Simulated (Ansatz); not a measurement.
One crystal and one scan (energy against volume) at two levels, PBE (plane waves to 420 eV, PAW, scalar-relativistic; Ansatz, an electronic-structure program) and r2SCAN (plane waves to 500 eV, PAW, scalar-relativistic; Ansatz), each from its own relaxed cell and on its own mesh. The cell shown is that of PBE.

CdS (wurtzite)

```yaml
crystal:
  lattice:
    - [4.19659, 0.00000, 0.00000]
    - [-2.09830, 3.63436, 0.00000]
    - [0.00000, 0.00000, 6.83017]
  atoms:
    - { symbol: Cd, position: [0.33333, 0.66667, 0.99917] }
    - { symbol: Cd, position: [0.66667, 0.33333, 0.49917] }
    - { symbol: S, position: [0.33333, 0.66667, 0.37563] }
    - { symbol: S, position: [0.66667, 0.33333, 0.87563] }
```

The volume is varied about the relaxed value V₀ at fixed cell shape. The atoms relax within the cell's symmetry.

The energy includes the smearing's −TS. CdS was relaxed with its symmetry unable to fall. The PAW data are Ansatz's earlier set. With the shape held, the modulus is that of even scaling; a crystal free to change shape is softer. Both scans cover V/V₀ from 0.840 to 1.160.

ΔE (meV/atom), each from the relaxed starting cell of its own level:

```csv
V/V₀,PBE,r2SCAN
0.840,152.9,168.0
0.880,78.9,86.9
0.920,32.3,35.6
0.960,7.5,8.2
1.000,0.0,0.0
1.040,6.4,7.1
1.080,24.0,withheld
1.120,50.4,56.0
1.160,83.9,93.3
```

Q: Estimate the r2SCAN value at 1.080 from the PBE value there and the ratio of the two levels in the two nearest given rows on that side of the minimum.

A: At 1.040 and 1.120 the ratio r2SCAN/PBE averages 1.110, which gives 1.110 × 24.0 = 26.6 meV/atom. The calculation gives 26.6 meV/atom, +10.8 % against PBE.

(A scan under strain: stresses follow from slopes of the energy per volume, elastic moduli from its curvatures.)
